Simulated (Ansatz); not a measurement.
In₃SbAs₂ under compression: one row to predict

The cell was found from a structure generator's guess, not taken from experiment.

All numbers below come from Ansatz, DFT PBE, scalar-relativistic, plane waves, PAW. Settings of the last relaxation (6-atom cell): 420 eV, 12×12×4 k points, Gaussian smearing of 0.10 eV, no spin polarisation.

Space group P3m1 (No. 156). a = 4.481 Å, b = 4.481 Å, c = 10.991 Å, α = 90.00°, β = 90.00°, γ = 120.00°
| atom | site | symmetry | x | y | z |
| --- | --- | --- | --- | --- | --- |
| In | 1a | 3m. | 0.0000 | 0.0000 | 0.0002 |
| In | 1b | 3m. | 0.3333 | 0.6667 | 0.6790 |
| In | 1c | 3m. | 0.6667 | 0.3333 | 0.3200 |
| Sb | 1b | 3m. | 0.3333 | 0.6667 | 0.4182 |
| As | 1a | 3m. | 0.0000 | 0.0000 | 0.7559 |
| As | 1c | 3m. | 0.6667 | 0.3333 | 0.0768 |

The cell was set to several volumes, with shape and atoms relaxed at each where symmetry leaves them free. Pressure is positive in compression, and energies count from the lowest row. No row has a gap on its mesh.

```tsv
row	V (Å³/atom)	P (GPa)	ΔE (meV/atom)
1	28.032	7.53	79.4
2	28.988	5.13	41.9
3	29.943	?	?
4	30.899	1.42	4.1
5	31.855	0.00	0.0
6	32.810	-1.19	3.7
7	33.766	-2.19	13.9
8	35.040	-3.28	35.9
```

Question: Find B = −V·ΔP/ΔV from rows 4 and 6 and from rows 1 and 2, and from the two its slope B′ and its value B0 at zero pressure.

Answer: Rows 4 and 6 give −(30.899 + 32.810)/2 × (-1.19 − (1.42))/(32.810 − 30.899) = 43.5 GPa at a mean pressure of 0.11 GPa. Rows 1 and 2 give −(28.032 + 28.988)/2 × (5.13 − (7.53))/(28.988 − 28.032) = 71.6 GPa at a mean pressure of 6.33 GPa. So B′ = (71.6 − 43.5)/(6.33 − (0.11)) = 4.52 and B0 = 43.5 − 4.52 × (0.11) = 43.0 GPa. A third-order Birch–Murnaghan fit to all the energies gives B0 = 43.3 GPa and B′ = 4.8.

Question: Estimate the pressure and energy of row 3.

Answer: From row 5, V0 = 31.855 × (1 + (0.00)/43.0) = 31.855 Å³/atom. Murnaghan's form P = (B0/B′)·[(V0/V)^B′ − 1] gives (43.0/4.52) × [(31.855/29.943)^4.52 − 1] = 3.07 GPa; the computed pressure is 3.11 GPa, so the estimate is off by -0.04 GPa. The work of compression from row 4, with the mean of the two pressures, gives ΔE = 4.1 + (3.07 + 1.42)/2 × (30.899 − 29.943)/160.2 × 1000 = 17.5 meV/atom (1 eV/Å³ = 160.2 GPa); the computed value is 17.5 meV/atom.

These runs have no spin–orbit coupling, which can matter for Sb. The zero gap may come from the functional, which often closes small gaps. All volumes keep the k mesh of the relaxed cell. A structure relaxed within its symmetry needn't be a true minimum.
